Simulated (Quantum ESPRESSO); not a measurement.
LiF (rock salt, space group Fm-3m, No. 225) has a direct gap of 9.12 eV with norm-conserving PBEsol (Quantum ESPRESSO, 84 Ry, no spin-orbit coupling). After an isotropic strain (on all lattice vectors, atoms relaxed) the gap is direct, 10.00 eV.

Q: Which strain was applied?
A) -1.5 %
B) -3 %
C) +2 %
D) +1 %
E) -0.7 %

A: B, -3 %. Gaps found: -3 %: 10.00 eV (direct); -1.5 %: 9.54 eV (direct); -0.7 %: 9.31 eV (direct); 0 %: 9.12 eV (direct); 1 %: 8.85 eV (direct); 2 %: 8.60 eV (direct).
